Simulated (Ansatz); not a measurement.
Ansatz input file:

```yaml
crystal:
  lattice:
    - [5.133999417, 0.0, 0.0]
    - [0.0, 5.133999417, 0.0]
    - [0.0, 0.0, 5.133999417]
  atoms:
    - { symbol: Nb, position: [0.25, 0.0, 0.5] }
    - { symbol: Nb, position: [0.5, 0.75, 0.0] }
    - { symbol: Nb, position: [0.75, 0.0, 0.5] }
    - { symbol: Nb, position: [0.5, 0.25, 0.0] }
    - { symbol: Nb, position: [0.0, 0.5, 0.75] }
    - { symbol: Nb, position: [0.0, 0.5, 0.25] }
    - { symbol: Ir, position: [0.0, 0.0, 0.0] }
    - { symbol: Ir, position: [0.5, 0.5, 0.5] }
basis:
  ecutwfc: 420
kpoints:
  mp_grid: { grid: [4, 4, 4] }
hamiltonian:
  xc: pbesol
scf:
  occupations: { method: gaussian, width: 0.1 }
output:
  forces: true
  stress: true
  eigenvalues: true
```

Command:
```bash
ansatz run input.yaml --threads 4 --pin off --max-ram 10240MiB --backend cpu --events-out ev --progress --plain --runs-dir out
```

All numbers below come from DFT PBEsol, scalar-relativistic, plane waves, PAW (Ansatz 0.2.0).

Abridged output (iterations and final results):

```
SCF iter   1: F=—  HF=-50574.349148 eV  |F-HF|=—  |Δ(HF+E_count)|=         —  Δρ=1.08e-2  dr2=2.23e-1  ethr=1.77e-3  ⟨swp⟩=4.3  Hψ=2145  notcnv=0  defer=1
SCF iter   2: F=—  HF=-50574.326120 eV  |F-HF|=—  |Δ(HF+E_count)|=   2.30e-2  Δρ=5.18e-3  dr2=4.80e-2  ethr=2.00e-4  ⟨swp⟩=1.0  Hψ=790  notcnv=0  defer=1
SCF iter   3: F=—  HF=-50574.319203 eV  |F-HF|=—  |Δ(HF+E_count)|=   6.92e-3  Δρ=6.99e-4  dr2=4.34e-4  ethr=4.29e-5  ⟨swp⟩=2.0  Hψ=804  notcnv=0  defer=1
SCF iter   4: F=—  HF=-50574.319142 eV  |F-HF|=—  |Δ(HF+E_count)|=   6.10e-5  Δρ=9.57e-5  dr2=1.52e-5  ethr=3.87e-7  ⟨swp⟩=2.1  Hψ=1119  notcnv=0  defer=1
SCF iter   5: F=—  HF=-50574.319137 eV  |F-HF|=—  |Δ(HF+E_count)|=   5.68e-6  Δρ=2.07e-5  dr2=4.33e-7  ethr=1.35e-8  ⟨swp⟩=2.0  Hψ=790  notcnv=0  defer=1
SCF iter   6: F=-50574.319136 eV  HF=-50574.319136 eV  |F-HF|=3.37e-9  |Δ(HF+E_count)|=   8.82e-8  Δρ=3.07e-6  dr2=9.72e-9  ethr=8.93e-11  ⟨swp⟩=8.3  Hψ=2553  notcnv=0
SCF 1 converged in 6 iterations: F = -50574.319136 eV  dr2 = 9.72e-9
SCF converged after 6 iterations
Free energy (F): -50574.319136 eV
Harris-Foulkes:  -50574.319136 eV  (|F-HF|=3.37e-9)
Internal energy: -50574.286330 eV  (E = F + TS)
E sigma→0 (E₀):  -50574.302733 eV
Entropy (-TS):   -0.032806 eV (-4.101 meV/atom)
Fermi energy:    19.745775 eV
--- Per-component energies (eV) ---
  E_band       = -655.268490
  E_kinetic    = 3611.738146
  E_local      = -6710.441205  (includes V_loc(G=0)·N_el)
  E_nonlocal   = 876.500546
  E_hartree    = 2281.741591
  E_xc         = -1581.217038
  E_vxc        = -1876.130582  (∫ρ·V_xc dr)
  E_paw        = -36282.407729  (= ΣΔE_a)
  E_vpaw       = -1120.415794  (= ΣTr[D̂ρ^β])
  E_aug_tail   = 0.000164  (compensation charges beyond the density's cutoff)
  E_ewald      = -12771.863628
  E_core_change = 1.662823  (= ΣΔE_core)
  E_smearing   = -0.032806  (= −TS)
--- Forces (eV/Å), atoms counted from 1 ---
  atom   1  Nb     0.00000000     0.00000000     0.00000000
  atom   2  Nb     0.00000000     0.00000000     0.00000000
  atom   3  Nb     0.00000000     0.00000000     0.00000000
  atom   4  Nb     0.00000000     0.00000000     0.00000000
  atom   5  Nb     0.00000000     0.00000000     0.00000000
  atom   6  Nb     0.00000000     0.00000000     0.00000000
  atom   7  Ir     0.00000000     0.00000000     0.00000000
  atom   8  Ir     0.00000000     0.00000000     0.00000000
--- Stress (GPa, compression-positive) ---
       -3.893922       0.000000       0.000000
        0.000000      -3.893922       0.000000
        0.000000       0.000000      -3.893922
  P = ⅓ Tr σ = -3.8939 GPa (-38.939 kbar)
--- Band table (eV; the first three rows of 10) ---
  k-point 0: bands = ["-72.7123", "-72.7123", "-35.1388", "-35.0338", "-35.0338", "-34.7385", "-34.7385", "-34.7385", "-29.5232", "-29.5232", "-29.5232", "-29.5230", "-29.5230", "-29.5230", "-12.2235", "-12.2235", "-12.0229", "-11.4213", "-11.4213", "-11.4213", "-10.9680", "-10.9680", "-10.9680", "-10.9253", "-10.9253", "-10.9253", "-10.8172", "-10.8172", "-10.8172", "-9.9750", "-9.9750", "-9.9750", "12.2064", "14.8462", "15.0188", "15.0188", "15.9445", "15.9445", "15.9445", "16.2435", "16.2435", "16.2435", "16.5835", "16.5835", "17.0230", "17.1058", "17.1058", "17.1058", "17.4401", "17.4401", "17.4401", "17.8527", "18.2863", "18.2863", "18.7861", "18.7861", "18.7861", "20.3231", "20.3231",  ...
  k-point 1: bands = ["-72.7123", "-72.7123", "-35.1167", "-35.0463", "-34.9994", "-34.7869", "-34.7384", "-34.7384", "-29.5235", "-29.5235", "-29.5231", "-29.5231", "-29.5217", "-29.5216", "-12.2103", "-12.1491", "-11.8365", "-11.4160", "-11.4160", "-11.3416", "-11.0184", "-11.0184", "-10.9983", "-10.9462", "-10.8585", "-10.8585", "-10.8395", "-10.8364", "-10.8364", "-10.3254", "-9.9760", "-9.9760", "12.6991", "14.4467", "14.9185", "15.4055", "15.6307", "15.6307", "15.8399", "16.0015", "16.2572", "16.5220", "16.5220", "16.6226", "16.9277", "16.9277", "17.1897", "17.4553", "17.5319", "17.6358", "17.6358", "18.1691", "18.2653", "18.6666", "18.8090", "19.1144", "19.1144", "19.8866", "20.4961", ...
  k-point 2: bands = ["-72.7123", "-72.7123", "-35.0778", "-35.0778", "-34.8990", "-34.8990", "-34.7382", "-34.7382", "-29.5240", "-29.5240", "-29.5231", "-29.5231", "-29.5202", "-29.5202", "-12.1774", "-12.1774", "-11.4117", "-11.4117", "-11.1745", "-11.1745", "-11.1133", "-11.1133", "-11.0333", "-11.0333", "-10.8931", "-10.8931", "-10.8701", "-10.8701", "-10.8116", "-10.8116", "-9.9770", "-9.9770", "13.8111", "13.8111", "14.8532", "14.8532", "15.4471", "15.4471", "16.1770", "16.1770", "16.2029", "16.2029", "16.3527", "16.3527", "17.2469", "17.2469", "17.3316", "17.3316", "17.7091", "17.7091", "17.7521", "17.7521", "19.1936", "19.1936", "19.3848", "19.3848", "19.8413", "19.8413", "20.0370", ...
```

Self-consistency was reached.

It took 2.1 s on 4 threads of Arm Neoverse V1 (shared host), peak memory 0.54 GiB.

The k mesh is coarse. Spin-orbit coupling is left out, which matters for the bands of heavy elements.
